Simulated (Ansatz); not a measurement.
Method: Ansatz, DFT PBE, scalar-relativistic, plane waves, PAW. Settings: cutoff 420 eV, Γ-centred meshes spaced at most about 0.3 Å⁻¹, and about 0.25 Å⁻¹ or finer for metals (2π included), Gaussian smearing. No spin polarisation in the final relaxations.

Temperature and zero-point effects are left out. All come from trial cells, and lower structures may exist.

Problem. Which of these relaxed structures of Hf₃SnTe₈ is the lowest in energy?
A. Space group P-3m1 (No. 164), trigonal, a = 4.023 Å, c = 28.984 Å. Around Hf on a site of symmetry 3m lie 6 Te at 2.91 Å; Hf on a site of symmetry -3m is surrounded by 6 Te at 2.91 Å; Sn has 6 Te at 2.95 Å; Te on its first site has 3 Sn at 2.95 Å; 3 more sites not described.
B. Space group C2/m (No. 12), monoclinic, a = 14.053 Å, b = 8.111 Å, c = 10.164 Å, β = 133.6°. Hf on a site of symmetry -1 has 6 Te at 2.90–2.92 Å; Hf on a site of symmetry 2/m is surrounded by 6 Te at 2.90–2.93 Å; around Sn lie 6 Te at 3.00 Å; Te on a site of symmetry 1 is surrounded by 2 Hf at 2.90 Å and 1 Sn at 3.00 Å; 2 more sites not described.

Solution. A. It has Hf and Sn ordered on cadmium iodide sites, space group P-3m1 (No. 164); the next, B, with space group C2/m (No. 12), lies 15 meV/atom higher. Counting Te atoms around Hf and Sn (those within 1.25 times the shortest such distance or 1.15 times the sum of covalent radii, 1.27 where that leaves under three), the lowest and the next both have Hf 6, Sn 6.

No dispersion correction is applied, so the spacing and binding between layers, chains or molecules are poorly described (P-3m1, C2/m), and this can change margins and order among such cells. These runs have no spin–orbit coupling, which can matter for Hf and Te. Cells relaxed within their symmetry can be saddle points. Some structure types and database cells were kept out of the candidates from the start, so a known form may be missing.
